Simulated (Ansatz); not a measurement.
BaZrO$_{3}$:
```
BaZrO3
1.0
    4.20497     0.00000     0.00000
    0.00000     4.20497     0.00000
    0.00000     0.00000     4.20497
O Ba Zr
3 1 1
Direct
  0.00000   0.50000   0.50000
  0.50000   0.00000   0.50000
  0.50000   0.50000   0.00000
  0.00000   0.00000   0.00000
  0.50000   0.50000   0.50000
```

Relaxed with r²SCAN. Special points in fractions of this cell's reciprocal vectors: Γ (0.000, 0.000, 0.000); X (0.000, 0.500, 0.000); M (0.500, 0.500, 0.000); R (0.500, 0.500, 0.500).

Question: List the band energies nearest the valence-band maximum at these points for r²SCAN with spin–orbit coupling in the plane-wave PAW code Ansatz.

Answer: In eV from the valence-band maximum; about four levels below and three above (degenerate sets whole), none deeper than 8.9 eV; points with the same levels are listed once.

| k | below | above |
|---|---|---|
| Γ | -0.19 -0.19 -0.19 -0.19 | 3.70 3.70 3.70 3.70 |
| X | -0.52 -0.52 -0.43 -0.43 | 4.09 4.09 6.13 6.13 |
| M | -0.83 -0.83 -0.05 -0.05 | 6.13 6.13 6.18 6.18 |
| R | 0.00 0.00 0.00 0.00 | 6.64 6.64 6.64 6.64 |

Space group Pm-3m (cubic perovskite). Symmetry was held in the r²SCAN relaxation; phonons on a q-mesh show weakly imaginary modes. No spin polarisation was allowed.

Potentials: the later of the program's two PAW sets.
